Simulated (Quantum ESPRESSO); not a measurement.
# N$_{2}$ (Pa-3) under small displacements

```
N
1.0
    5.56052     0.00000     0.00000
    0.00000     5.56052     0.00000
    0.00000     0.00000     5.56052
N
8
Direct
  0.05740   0.05740   0.05740
  0.94260   0.94260   0.94260
  0.44260   0.94260   0.55740
  0.55740   0.05740   0.44260
  0.55740   0.44260   0.94260
  0.44260   0.55740   0.05740
  0.94260   0.55740   0.44260
  0.05740   0.44260   0.55740
```
The geometry is a computed Materials Project entry, not a measured one. It is N2 in Pa-3; whether this form has been observed was not checked. Stability against distortions was not tested. Forces on the atoms reach 0.35 eV/Å at this level.

The last row's change in full: N1 and its equivalents moved by 0.04 Å along (-0.58, -0.58, -0.58), space group kept; the other rows go along the same path.

Method: shieldings by GIPAW with PBE in a modified build of Quantum ESPRESSO, on JTH PAW datasets, 25 Ha, k-mesh 3×3×3 shifted, f-sum rule met within 0.017 %. Values are those of the named site's first atom. Shieldings are absolute and leave out the bulk-susceptibility term; a larger σ means a smaller chemical shift. By our sweeps, such settings leave a few ppm in absolute σ.

Unchanged cell: σ_iso N (ppm) = -101.5.

Q: How do these values move along the path (displacement (Å): -0.04, +0.04)?

A: 
| displacement (Å) | σ_iso N (ppm) |
|---|---|
| -0.04 | -173.4 |
| 0 | -101.5 |
| +0.04 | -40.8 |
